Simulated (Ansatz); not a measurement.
Input:

CeO2:
```
CeO2
1.0
    5.07639     0.00000     0.00000
    0.00000     5.07639     0.00000
    0.00000     0.00000     3.60295
Ce O
2 4
Cartesian
  2.53819   2.53819   1.80147
  0.00000   0.00000   0.00000
  4.12691   0.94947   1.80147
  0.94947   4.12691   1.80147
  1.58872   1.58872   0.00000
  3.48766   3.48766   0.00000
```

This is the PBEsol-relaxed structure.

Task: All from plane-wave PAW PBEsol (Ansatz code), unless another level is named. Estimate the bulk modulus (Birch–Murnaghan fit).

Result: 128 GPa.

Task: Give the vibrational entropy at 300 K.

Result: 25.2 J/(K·mol of atoms).

Task: Predict the zero-point energy.

Result: 49.7 meV/atom.

Task: Predict the highest zone-centre frequency (without LO–TO term).

Result: 637 cm⁻¹.

Space group P4_2/mnm (rutile). The first step of the workflow began from a Materials Project structure, measured or hypothetical; the Crystallography Open Database copy checked does not list it. It is not the phase usual at ambient conditions (space group No. 225). The cell was relaxed with PBEsol under the symmetry of its start; its stability against distortions is not shown here. No spin polarisation was allowed. The 4f shell is in the valence. No Hubbard U is applied. Scalar-relativistic: spin–orbit coupling is off unless named, which matters more the heavier the elements.

Potentials: the later of the program's two PAW sets.
